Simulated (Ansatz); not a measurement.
From three elastic constants to directional properties of SrCd

Theory: DFT LDA, scalar-relativistic, plane waves, PAW (Ansatz 0.2.0). Cutoff 420 eV, 10×10×10 k-points (Γ-centred), Fermi-Dirac smearing of 0.15 eV. No spin polarisation.

Equilibrium structure at this level:
```
Sr Cd
1.0
     3.90764    0.00000    0.00000
     0.00000    3.90764    0.00000
     0.00000    0.00000    3.90764
Sr Cd
1 1
Direct
  0.50000 0.50000 0.50000
  0.00000 0.00000 0.00000
```

In a metal, frequencies and elastic constants depend on the k mesh and the smearing, soft modes and shear constants most.

With ions relaxed, on the cubic axes: C11 = 49.7, C12 = 23.5, C44 = 25.6 GPa. The density is 5.567 g/cm³.

Question: Is the crystal stable against strain, and how anisotropic is it?

Answer: Born's conditions hold: C11 + 2C12 = 96.7, C11 − C12 = 26.2 and C44 = 25.6 GPa are all positive. B = (C11 + 2C12)/3 = 32.2 GPa. The two shear moduli are C44 and C′ = (C11 − C12)/2 = 13.1 GPa, so Zener's ratio is A = C44/C′ = 1.95: the tetragonal shear C′ is the soft one, as in many fcc and bcc metals and zincblende crystals. The Cauchy pressure C12 − C44 is -2.1 GPa; it would vanish for pair forces between atoms on inversion centres at zero pressure, and here it is small.

Question: Give the sound speeds along the three symmetry directions.

Answer: The Christoffel equation gives ρv² for each branch:
```csv
direction,branch,ρv²,GPa,v (m/s)
[100],L,C11,49.7,2987
[100],T (×2),C44,25.6,2143
[110],L,(C11 + C12 + 2C44)/2,62.1,3341
[110],"T, u ∥ [001]",C44,25.6,2143
[110],"T, u ∥ [1-10]",(C11 − C12)/2,13.1,1533
[111],L,(C11 + 2C12 + 4C44)/3,66.3,3451
[111],T (×2),(C11 − C12 + C44)/3,17.2,1760
```

Question: How does Young's modulus depend on direction?

Answer: Inverting gives S11 = 28.923, S12 = -9.289, S44 = 39.124 TPa⁻¹. Along a unit vector (l, m, n), 1/E = S11 − 2(S11 − S12 − S44/2)(l²m² + m²n² + n²l²), where the last bracket is 0, 1/4 and 1/3 for [100], [110] and [111]: E = 35, 51 and 61 GPa. With A > 1 the body diagonal is stiffest. For a film on (001), the biaxial modulus is C11 + C12 − 2C12²/C11 = 51 GPa and the normal strain is −2C12/C11 = -0.95 times the in-plane one.